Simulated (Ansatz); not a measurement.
Mg:
```cif
data_Mg2
_chemical_formula_sum 'Mg2'
_space_group_name_H-M_alt 'Im-3m'
_space_group_IT_number 229
_space_group_name_Hall '-I 4 2 3'
_cell_length_a 3.55922
_cell_length_b 3.55922
_cell_length_c 3.55922
_cell_angle_alpha 90.000
_cell_angle_beta 90.000
_cell_angle_gamma 90.000
loop_
_atom_site_label
_atom_site_type_symbol
_atom_site_symmetry_multiplicity
_atom_site_Wyckoff_symbol
_atom_site_fract_x
_atom_site_fract_y
_atom_site_fract_z
_atom_site_occupancy
Mg1 Mg 2 a 0.00000 0.00000 0.00000 1
```
(The calculation used a cell of 1 atom; values per cell refer to that cell.)

Relaxed with r²SCAN.

Tabulate the valence density and the electron localisation function along the shortest Mg–Mg contact (3.08 Å), r²SCAN (plane waves, PAW; program Ansatz).



| distance from Mg (Å) | density (e/Å³) | ELF |
|---|---|---|
| 0.31 | 15.75 | 0.24 |
| 0.46 | 6.23 | 0.36 |
| 0.62 | 1.38 | 0.30 |
| 0.77 | 0.25 | 0.10 |
| 0.92 | 0.14 | 0.04 |
| 1.08 | 0.11 | 0.11 |
| 1.23 | 0.10 | 0.33 |
| 1.39 | 0.10 | 0.50 |
| 1.54 | 0.10 | 0.54 |
| 1.70 | 0.10 | 0.50 |
| 1.85 | 0.10 | 0.33 |
| 2.00 | 0.11 | 0.11 |
| 2.16 | 0.14 | 0.04 |
| 2.31 | 0.25 | 0.10 |
| 2.47 | 1.38 | 0.30 |
| 2.62 | 6.23 | 0.36 |
| 2.77 | 15.75 | 0.24 |

The density is the valence pseudo-density with augmentation charge, so density and ELF within about 1 Å of a nucleus are not all-electron values.

The first step of the workflow began from a Materials Project structure, measured or hypothetical; the Crystallography Open Database copy checked does not list it. It is not the phase usual at ambient conditions (space group No. 194). The cell was relaxed with r²SCAN under the symmetry of its start; its stability against distortions is not shown here.

Potentials: the earlier of the program's two PAW sets.
